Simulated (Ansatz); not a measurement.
The calculation used DFT, BLYP, plane waves (420 eV) with PAW, scalar-relativistic (Ansatz 0.2.0). (PAW data from PBE, frozen cores regenerated.)

An element in the diamond structure gives this curve. The cell is scaled uniformly from the relaxed one, with fractional coordinates and shape fixed. Energies are extrapolated to zero smearing, pressures are those at the given smearing. Magnetic state: spin not included.

| V (Å³/atom) | E − E₀ (meV/atom) | P (GPa) |
| --- | --- | --- |
| 32.926 | 51.0 | 4.00 |
| 34.422 | 22.0 | 2.54 |
| 35.919 | 5.2 | 1.23 |
| 37.416 | -0.1 | 0.04 |
| 38.912 | 5.4 | -1.02 |
| 40.409 | 20.7 | -1.96 |
| 41.905 | 44.4 | -2.76 |

Problem. Which element is it?
A. indium
B. hafnium
C. magnesium
D. cadmium

Solution. B. Its fit is V₀ = 37.38 Å³/atom, B₀ = 28 GPa, B₀′ = 1.2.
